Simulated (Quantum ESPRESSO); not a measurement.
## Kohn-Sham bands of WSe$_{2}$ (P-6m2, isolated units)

```
WSe2
1.0
    3.31794     0.00000     0.00000
   -1.65897     2.87342     0.00000
    0.00000     0.00000    16.65814
W Se
1 2
Direct
  0.00000   0.00000   0.00000
  0.33333   0.66667   0.09979
  0.33333   0.66667   0.90021
```

Cell from Materials Project (mp-1023936), symmetrised, no further relaxation. Level: PBEsol, no spin polarisation, no spin-orbit coupling; pw.x of Quantum ESPRESSO at 69 Ry with PseudoDojo potentials, 6×6×4 k-points, Wannier90. Density: 12×12×1 mesh, cold smearing 0.01 Ry. The cell is built of weakly bound layers, chains or molecules, whose nearest atoms lie 13.33 Å apart, far more than in van der Waals crystals (3.2 to 4.2 Å): it describes nearly isolated units, such as a monolayer, not the bulk crystal. Spin-orbit coupling is left out although heavy elements are present.

Energies are relative to the valence-band maximum; weights are on the orthonormalised atomic waves of the pseudopotential files, averaged over the group. 46 electrons a cell are treated as valence.

```json
[
 {"bands": "1", "from (eV)": "-74.03", "to (eV)": "-74.02", "filling": "filled", "weight on atomic waves": "…"},
 {"bands": "2–11", "from (eV)": "-47.60", "to (eV)": "-47.54", "filling": "filled", "weight on atomic waves": "…"},
 {"bands": "12–14", "from (eV)": "-38.35", "to (eV)": "-38.14", "filling": "filled", "weight on atomic waves": "…"},
 {"bands": "15–16", "from (eV)": "-14.75", "to (eV)": "-12.39", "filling": "filled", "weight on atomic waves": "…"},
 {"bands": "17–23", "from (eV)": "-6.31", "to (eV)": "0.00", "filling": "filled", "weight on atomic waves": "…"}
]
```

Which atomic shells make up each group?


- 1, weight on atomic waves: W 5s 98 %
- 2–11, weight on atomic waves: Se 3d 100 %
- 12–14, weight on atomic waves: W 5p 99 %
- 15–16, weight on atomic waves: Se 4s 81 %, W 5d 9 %, W 6s 7 %
- 17–23, weight on atomic waves: Se 4p 59 %, W 5d 34 %

The Kohn-Sham gap over both meshes and the path is 1.52 eV.
